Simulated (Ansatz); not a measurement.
In DFT-PBE in the program Ansatz with PAW potentials, MoPt in the rock salt structure (Fm-3m) relaxes to a = 5.244 Å. Pt has 6 nearest neighbours from 2.62 Å (octahedral); Mo has 6 nearest neighbours from 2.62 Å (octahedral). Against the elements it lies at 0.71 eV/atom, with no fitted shifts.

Electronic character: metallic (no gap). Gap from PBE with spin–orbit coupling: none (metallic).

The bulk modulus is 197 GPa.

The start of the workflow was typed in or built on a structure type; neither database checked (COD, Materials Project) lists it. Whether it is the stable phase at ambient conditions was not checked. Symmetry was held in the PBE relaxation; whether a distortion lowers the energy is not shown. The run is not spin-polarised. The volume moved by 18 % from the start of the relaxation. Its formation energy is positive at this level, so the cell may be metastable or incomplete. The references are the lowest solids computed at this level, not always the standard phases. Spin–orbit coupling is left out wherever it is not named.

Potentials: the later of the program's two PAW sets.
